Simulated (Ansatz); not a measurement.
PW:
```cif
data_P4W4
_chemical_formula_sum 'P4 W4'
_space_group_name_H-M_alt 'Pnma'
_space_group_IT_number 62
_space_group_name_Hall '-P 2ac 2n'
_cell_length_a 5.68728
_cell_length_b 3.22533
_cell_length_c 6.22345
_cell_angle_alpha 90.000
_cell_angle_beta 90.000
_cell_angle_gamma 90.000
loop_
_space_group_symop_operation_xyz
  'x, y, z'
  '-x, -y, -z'
  '-x+1/2, -y, z+1/2'
  'x+1/2, y, -z+1/2'
  'x+1/2, -y+1/2, -z+1/2'
  '-x+1/2, y+1/2, z+1/2'
  '-x, y+1/2, -z'
  'x, -y+1/2, z'
loop_
_atom_site_label
_atom_site_type_symbol
_atom_site_symmetry_multiplicity
_atom_site_Wyckoff_symbol
_atom_site_fract_x
_atom_site_fract_y
_atom_site_fract_z
_atom_site_occupancy
P1 P 4 c 0.18171 0.25000 0.06476 1
W1 W 4 c 0.01336 0.25000 0.68820 1
```

Relaxed at zero pressure with PBEsol (plane waves, PAW; program Ansatz).

### Question
The volume is lowered by 3 % and shape and atoms relax at that volume. What pressure results, and how do the axes share the change?

### Answer
7.7 GPa; a -1.1 %, b -1.5 %, c -0.5 %; the energy rises by 10 meV/atom.

### Question
Give the new structure.

### Answer

Space group Pnma (No. 62); a = 5.627 Å, b = 3.177 Å, c = 6.193 Å, α = 90.00°, β = 90.00°, γ = 90.00°

```json
[
 {"atom": "P", "site": "4c", "symmetry": ".m.", "x": "0.1792", "y": "0.2500", "z": "0.0632"},
 {"atom": "W", "site": "4c", "symmetry": ".m.", "x": "0.0131", "y": "0.2500", "z": "0.6883"}
]
```

The phase is kept; no other phase was compared at this pressure.

The workflow started from a Materials Project entry (that database holds measured and hypothetical structures alike); the Crystallography Open Database files this formula in space group No. 62, but the cells were not matched. Its standing as an ambient phase is unchecked. Symmetry was held in the PBEsol relaxation; whether a distortion lowers the energy is not shown. The run is not spin-polarised. Spin–orbit coupling is left out wherever it is not named.

Potentials: the later of the program's two PAW sets.
